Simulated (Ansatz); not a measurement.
Starting cell, BaHfO3 (cubic perovskite):

```yaml
crystal:
  lattice:
    - [8.41234, 0.00000, 0.00000]
    - [0.00000, 4.20617, 0.00000]
    - [0.00000, 0.00000, 4.20617]
  atoms:
    - { symbol: Ba, position: [0.00000, 0.00000, 0.00000] }
    - { symbol: Ba, position: [0.50000, 0.00000, 0.00000] }
    - { symbol: Hf, position: [0.25000, 0.50000, 0.50000] }
    - { symbol: Hf, position: [0.75000, 0.50000, 0.50000] }
    - { symbol: O, position: [0.00000, 0.50000, 0.50000] }
    - { symbol: O, position: [0.50000, 0.50000, 0.50000] }
    - { symbol: O, position: [0.25000, 0.50000, 0.00000] }
    - { symbol: O, position: [0.75000, 0.50000, 0.00000] }
    - { symbol: O, position: [0.25000, 0.00000, 0.50000] }
    - { symbol: O, position: [0.75000, 0.00000, 0.50000] }
```

The atoms are displaced by Q × the pattern below (from a DFPT mode at X = (0.5, 0.0, 0.0), largest move 1; Q in Å), at fixed cell. (q is in reciprocal vectors of the primitive cell; the cell shown is doubled to hold the pattern.)

```tsv
atom	x	y	z
Ba1	0.023	0.000	0.000
Ba2	-0.023	0.000	0.000
O5	-1.000	0.000	0.000
O6	1.000	0.000	0.000
```

Atoms not listed stay in place.

These are PBE (plane waves to 420 eV, PAW, scalar-relativistic; Ansatz, a first-principles code) values and carry that method's errors. k mesh 4×8×8 (Γ-centred), Fermi-Dirac smearing 0.05 eV. BaHfO3 is run without spin polarisation. BaHfO3 was relaxed with its symmetry unable to fall. Spin-orbit coupling is left out, though Hf is heavy.

At one point of the scan the forces (eV/Å) are:

```tsv
atom	Fx	Fy	Fz
Ba1	-0.873	0.000	0.000
Ba2	0.873	0.000	0.000
Hf3	0.000	0.000	0.000
Hf4	0.000	0.000	0.000
O5	4.693	0.000	0.000
O6	-4.693	0.000	0.000
O7	0.000	0.000	0.000
O8	0.000	0.000	0.000
O9	0.000	0.000	0.000
O10	0.000	0.000	0.000
```

Q: Which point is it?
A) Q = 0.180 Å
B) Q = 0.060 Å
C) Q = 0.090 Å
D) Q = 0.150 Å

A: D, Q = 0.150 Å

(A displaced cell: forces are minus the slopes of the energy, force constants its curvatures, and phonons follow from these.)
